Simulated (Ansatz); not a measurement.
Si (diamond), scan of one atom of the cell

Starting cell, Si (diamond):

```
Si
1.0
    0.00000     2.71682     2.71682
    2.71682     0.00000     2.71682
    2.71682     2.71682     0.00000
Si
2
Cartesian
  0.00000   0.00000   0.00000
  1.35841   1.35841   1.35841
```

In each cell atom 1 (Si, nearest neighbour Si at 2.353 Å; its periodic images, 3.8 Å or more away, move with it) moves by s·(1.000, 0.000, 0.000) (along Cartesian x), the rest being held.

Method: PBEsol (plane waves to 420 eV, PAW, scalar-relativistic; Ansatz, a program for electronic structure). k mesh 9×9×9 (Γ-centred), Fermi-Dirac smearing 0.05 eV. The energy includes the smearing's −TS. Compression counts positive. As the smearing reaches across the gap at some points, energies and forces of such displacements shift with the k mesh and the smearing. F∥ is the force on the atom along that direction. Si was relaxed with its symmetry unable to fall. ΔE is measured from the undisplaced structure.

```tsv
s (Å)	ΔE (meV/cell)	F∥ (eV/Å)	P (GPa)
-0.710	2498	5.196	14.3
-0.568	1761	5.107	9.8
-0.426	1067	4.534	5.7
-0.284	502	3.356	2.6
-0.142	131	1.807	0.6
0.000	0	0.000	0.0
0.142	131	-1.807	0.6
0.284	502	-3.356	2.6
0.426	1067	-4.534	5.7
0.568	1761	-5.107	9.8
0.710	2498	-5.196	14.3
```

Read from the data:

| Quantity | Value |
|---|---|
| Energy at s = 0.710 Å | 2498 meV/cell |
| Force along the line at s = -0.710 Å | 5.20 eV/Å |
| Symmetry of the curve | even: the same for both signs |
| Shape of the curve | a single well with its minimum at or next to zero displacement |
| Force constant k = d²E/ds² at s = 0 (finite differences) | 13.0 eV/Å² |
| Harmonic estimate at the end of the scan | ½ks² = 3284 meV/cell against the computed 2498 meV/cell, so the well is softer than harmonic there |
| Zone-centre optical wavenumber from k | 502 cm⁻¹ |

(A displaced cell: forces are minus the slopes of the energy, force constants its curvatures, and phonons follow from these.)
